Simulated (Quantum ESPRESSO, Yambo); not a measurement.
KPSO3H2 (space group Cm, No. 8). The geometry is that of Materials Project entry mp-643033, symmetrised and not relaxed again. Chain: norm-conserving PBEsol (Quantum ESPRESSO, 84 Ry, no spin-orbit coupling); G0W0 in Yambo (2×2×2 Γ-centred k mesh, 171 bands and a 7 Ry block in the screening, 171 bands in G with the Bruneval-Gonze terminator, plasmon pole fitted at 27.2 eV); BSE (4×4×4 mesh, 10 valence and 14 conduction bands, static screening with 64 bands and a 3 Ry block, scissor 2.71 eV, Tamm-Dancoff).

- PBEsol gap (dense path): 4.41 eV
- PBEsol gap (0, 0, -0.5) → Γ on the GW mesh: 4.43 eV
- PBEsol smallest direct gap on the GW mesh, at Γ: 4.46 eV
- G0W0 direct gap at that point: 7.17 eV
- G0W0 correction to the gap (0, 0, -0.5) → Γ: 2.70 eV
- direct gap on the BSE mesh, with the scissor: 7.17 eV
- first BSE state allowed for light along x: 5.95 eV
- lowest BSE state: 5.95 eV
- binding of the lowest exciton: 1.22 eV
- RPA electronic dielectric constant along x: 2.57 (4×4×4 mesh, PBEsol bands)

Rough cost of the Yambo steps against G0W0 for 12 states: BSE about 3×, one RPA spectrum about 1/3.

Nearest settings tried, and what they do to the gap: 110 bands in W, 110 bands in G: -9 meV; 3 Ry block (79 vectors against 257): -297 meV. Not varied: mesh. So the settings aren't converged at that level. The k mesh is coarse. The BSE states are vertical excitations (zero momentum). Convergence of the RPA response with its 4×4×4 mesh was not tested. Convergence of the binding with the mesh was not shown. Axes are Cartesian, with cell vectors (Å) (3.29, -3.19, 0.00), (3.29, 3.19, 0.00), (-1.89, 0.00, 5.71).
